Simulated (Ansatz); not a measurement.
Data:

BiB:
```
CELL_PARAMETERS angstrom
      3.35394     0.00000     0.00000
      0.00000     3.35394     0.00000
      0.00000     0.00000     3.35394
ATOMIC_POSITIONS crystal
  B  0.00000 0.00000 0.00000
  Bi 0.50000 0.50000 0.50000
```

This is the PBE-relaxed structure.

Problem. All from PBE in the plane-wave PAW code Ansatz, unless another level is named. Give the electronic character.

Solution. metallic (no gap).

Problem. Give the density of states at the Fermi level.

Solution. 0.55 states/eV per atom (mean over ±0.08 eV).

Problem. What about the formation energy from the elements (no fitted shifts)?

Solution. 1.58 eV/atom.

Space group Pm-3m (CsCl type). The cell is a constructed one: a structure type filled with these elements; neither database checked (COD, Materials Project) lists it. Its standing as an ambient phase is unchecked. The PBE relaxation kept the symmetry of its start; whether a distortion lowers the energy is not shown. The references are the lowest solids computed at this level, not always the standard phases. Scalar-relativistic: spin–orbit coupling is off unless named, which matters more the heavier the elements.

Potentials: the later of the program's two PAW sets.
